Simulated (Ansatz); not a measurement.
# Calculated quadrupolar parameters for SiMo₃ under strain

The cell is a structure deposited in the COD, relaxed with PBE at fixed cell and then changed (z compressed by 2 %, ions relaxed).

```
Si Mo
1.0
     4.89300    0.00000    0.00000
     0.00000    4.89300    0.00000
     0.00000    0.00000    4.79514
Si Mo
2 6
Direct
  0.00000 0.00000 0.00000
  0.50000 0.50000 0.50000
  0.25000 0.00000 0.50000
  0.50000 0.75000 0.00000
  0.75000 0.00000 0.50000
  0.50000 0.25000 0.00000
  0.00000 0.50000 0.75000
  0.00000 0.50000 0.25000
```

Atom numbers follow the list; atoms alike are taken as one site, whose name carries the number of the first.

Computed with Ansatz: DFT, PBE, plane waves and PAW, scalar-relativistic, 420 eV cutoff, Γ-centred 10×10×10 k-points, Fermi–Dirac smearing 0.05 eV.

C_Q = eQV_zz/h, which is 24.18 MHz for Q = 1 b and V_zz = 10²¹ V/m²; η = (V_xx − V_yy)/V_zz.

Mo-95: I = 5/2, Q = -22.00 mb. Q values from Pyykkö, Mol. Phys. 116, 1328 (2018).

| site | atoms (order as listed) | first shell | V_zz (10²¹ V/m²) | η | C_Q (MHz) |
| --- | --- | --- | --- | --- | --- |
| Si | 1, 2 | 12 Mo at 2.69–2.74 Å | -0.59 | 0.08 | – |
| Mo3 | 3, 4, 5, 6 | 10 Mo at 2.45–2.99 Å, 4 Si at 2.69–2.74 Å | 4.30 | 0.42 | -2.29 |
| Mo7 | 7, 8 | 10 Mo at 2.40–2.99 Å, 4 Si at 2.72 Å | 5.54 | 0.00 | -2.95 |

An axis of threefold or higher order runs through Mo7, so V_zz lies along it and η is zero.

Si has no stable isotope with a ground-state quadrupole moment in the table, so no C_Q is given.

With no gap above 0.1 eV, as in a metal, the gradients converge slowly in k; expect changes of a tenth or more on a denser mesh. Without spin–orbit coupling (the program notes it for Mo) the gradients can shift somewhat, as the gap is small. At this changed cell the PBE pressure is 8 GPa.
